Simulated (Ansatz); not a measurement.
What moves the field gradients of MoS2 with phosphorus replacing Mo?

Cell of run 1: a supercell of MoS2 (space group P6_3/mmc) built from a structure deposited in the COD, with all atoms left at the host's positions.

Space group P-6m2 (No. 187); a = 6.3380, c = 12.3240 Å, γ = 120.00°.

```
site  Wyckoff  site symmetry       x       y       z
   P       1a           -6m2  0.0000  0.0000  0.0000
 Mo2       3j            mm2  0.0000  0.5000  0.0000
 Mo5       3k            mm2  0.1667  0.8333  0.5000
 Mo8       1f           -6m2  0.6667  0.3333  0.5000
  S9       2g            3m.  0.0000  0.0000  0.3730
 S10       6n            .m.  0.0000  0.5000  0.3730
 S13       6n            .m.  0.1667  0.8333  0.8730
 S16       2i            3m.  0.6667  0.3333  0.8730
```

One atom of each set is listed.

Relaxed positions (PBE, cell held):

P (0.0000, 0.0000, 0.0000)
Mo2 (0.0007, 0.5003, 0.0000)
Mo5 (0.1667, 0.8333, 0.5000)
Mo8 (0.6667, 0.3333, 0.5000)
S9 (0.0000, 0.0000, 0.3740)
S10 (0.0000, 0.5000, 0.3737)
S13 (0.1641, 0.8359, 0.8777)
S16 (0.6667, 0.3333, 0.8736)

All runs are DFT with Ansatz 0.2.0 (plane waves and PAW, scalar-relativistic unless spin–orbit coupling is named, Γ-centred meshes, Fermi–Dirac smearing where given) in this cell, at cell charge +1.

Run 1: PBE, atoms at the host's positions; 420 eV, 4×4×2 k-points, smearing 0.01 eV.
Run 2: PBE, atoms relaxed; 420 eV, 4×4×2 k-points, smearing 0.01 eV.
Run 3: r2SCAN, at the relaxed atoms; 500 eV, 4×4×2 k-points, smearing 0.01 eV.

| run | P V_zz (η) | Mo2 V_zz (η) | Mo8 V_zz (η) | S10 V_zz (η) | S13 V_zz (η) |
| --- | --- | --- | --- | --- | --- |
| 1 | -1.39 (0.00) | -10.73 (0.20) | -6.44 (0.00) | -4.58 (0.01) | 4.86 (0.94) |
| 2 | -1.67 (0.00) | -10.91 (0.41) | -6.68 (0.00) | -4.79 (0.01) | 5.55 (0.97) |
| 3 | ? | ? | ? | ? | ? |

V_zz in 10²¹ V/m²; 5 of the 8 sets of like atoms are followed.

Problem. Estimate the row of run 3.

Solution. P: -1.57 (0.00); Mo2: -11.43 (0.31); Mo8: -6.74 (0.00); S10: -4.84 (0.01); S13: 5.93 (0.93). It lies nearest to run 2, from whose tensors on these sites it differs by 0.68 at most (largest principal value of the difference, on Mo2). Taken one at a time, the positions of the atoms (as given or relaxed) move the tensors on these sites by up to 1.23 (largest principal value of the change, on Mo2), the functional (r2SCAN with its higher cutoff) by 0.68 (Mo2). Without a gap such differences can lie within the error of the k-mesh, so this order isn't firm.

The defect repeats with the cell of 24 atoms, so it feels its images: sites between two images don't show the values beside a lone defect, and zeros or small values of η there can come from the images' arrangement. Mo and S carry a gradient in the pure host already, so the values there aren't the defect's effect alone. A uniform background compensates the cell's charge. Without spin–orbit coupling (the program notes it for Mo) the gradients can shift somewhat, as the gap is small. The relaxation keeps the site symmetry -6m2 of the start, so the impurity can't leave its site; a distortion that would localise the partly filled state isn't explored. In run 1 the atoms aren't at the calculated equilibrium (largest force 0.80 eV/Å). In runs 1, 2, 3 the defect cell has no gap above 0.1 eV, so the values hang on the smearing and the k-mesh. The run isn't spin-polarised, and a state with spin may lie lower.
